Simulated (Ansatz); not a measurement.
# Nb2SiB2: computed property card

Nb₂SiB₂:
```
CELL_PARAMETERS angstrom
      1.56981    -5.48775     0.00000
      1.56981     5.48775     0.00000
      0.00000     0.00000     3.31810
ATOMIC_POSITIONS crystal
  Si 0.00000 0.00000 0.00000
  Nb 0.36578 0.63422 0.50000
  Nb 0.63422 0.36578 0.50000
  B  0.20934 0.79066 0.00000
  B  0.79066 0.20934 0.00000
```

Space group Cmmm (No. 65); conventional cell a = 3.140 Å, b = 10.975 Å, c = 3.318 Å, α = β = γ = 90.00°.

Method: plane-wave PAW PBEsol (Ansatz code). Geometry: relaxed at this level of theory. Other levels are named where they apply.

Cell and energy:

```
Quantity                                                      Result
-----------------------------------------------------  -------------
Volume per atom                                             11.43 Å³
Density                                                   6.84 g/cm³
Formation energy from the elements (no fitted shifts)  -567 meV/atom
```

Electronic structure:

```
Quantity                                                                    Result
------------------------------------  --------------------------------------------
Electronic character                                             metallic (no gap)
Density of states at the Fermi level  0.54 states/eV per atom (mean over ±0.08 eV)
Gap with spin–orbit coupling                                       none (metallic)
```

Mechanics:

```
Quantity                                Value
----------------------------------  ---------
Bulk modulus (Birch–Murnaghan fit)  2270 kbar
Pressure derivative B′                    4.9
```

Phonons:

```
Quantity                                       Result
-----------------------------  ----------------------
Highest zone-centre frequency               740 cm^-1
Zone-centre stability          no imaginary mode at Γ
```

The start of the workflow was typed in or built on a structure type; neither database checked (COD, Materials Project) lists it. Its standing as an ambient phase is unchecked. Symmetry was held in the PBEsol relaxation. No spin polarisation was allowed. As this level gives no gap, phonon frequencies hold no LO–TO term and depend on the k-mesh and smearing (Fermi–Dirac, 0.1 eV here). The references are the lowest solids computed at this level, not always the standard phases. Spin–orbit coupling is left out wherever it is not named.

Potentials: the earlier of the program's two PAW sets. The files were generated under PBE; for other functionals the program regenerates the frozen cores, and for LDA and PBEsol the local potential too.
